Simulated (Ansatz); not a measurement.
SrGa₂Au₂ in space group P4/nmm (No. 129; Pearson symbol tP10), r²SCAN in the plane-wave PAW code Ansatz, all energies at zero smearing, with the estimated change up to a 700 eV cutoff added, with one set of potentials and settings (totals compare only within such a set). Cell of 10 atoms (2 Sr, 4 Ga, 4 Au): -74931.756 eV.

```json
[
 {"element": "Sr", "reference phase": "P6_3/mmc, 2 atoms in the cell", "E (eV/atom)": "-3555.1144"},
 {"element": "Ga", "reference phase": "Cmce, 4 atoms in the cell", "E (eV/atom)": "-3790.2689"},
 {"element": "Au", "reference phase": "Fm-3m, 1 atoms in the cell", "E (eV/atom)": "-13163.5078"}
]
```

Formation energy per atom, worked out: (-74931.756 − 2×(-3555.1144) − 4×(-3790.2689) − 4×(-13163.5078))/10 = -0.642 eV/atom (-62 kJ per mol of atoms), at 0 K, without zero-point energy or fitted corrections.

The first step of the workflow began from a Materials Project structure, measured or hypothetical; the Crystallography Open Database copy checked does not list it. Whether it is the stable phase at ambient conditions was not checked. The cell was relaxed with r²SCAN under the symmetry of its start; whether a distortion lowers the energy is not shown. The references are the lowest solids computed at this level, not always the standard phases. Scalar-relativistic: spin–orbit coupling is off unless named, which matters more the heavier the elements.

Potentials: the later of the program's two PAW sets.
